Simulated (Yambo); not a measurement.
MgTe (zinc blende, space group F-43m, No. 216): the exchange self-energy on LDA orbitals (Yambo, 4×4×4 mesh) holds the Coulomb divergence, which is integrated with random points (RandQpts).

| random points | exchange-only gap Γ → Γ (eV) | shift of the valence edge (eV) | gap against the reference (meV) |
|---|---|---|---|
| 1,000 | 8.90 | -2.50 | -286 |
| 10,000 | 9.09 | -2.77 | -98 |
| 100,000 | 9.19 | -2.92 | 7 |
| 1,000,000 | 9.19 | -2.92 | 3 |
| 5,000,000 | 9.19 | -2.91 | reference |

From 100,000 points on, the gap stays within 20 meV of the run with most points. The error is statistical; each row is a single draw, so the rows fix no rate of convergence.

Spin-orbit coupling is not included.

Geometry relaxed with LDA; primitive cell a = b = c = 4.504 Å, α = β = γ = 60.00°.

This is not the ordinary phase of the substance; no match was found in the copy of COD used, and its stability was not checked.

A shift is the quasiparticle energy of the state minus its LDA energy.
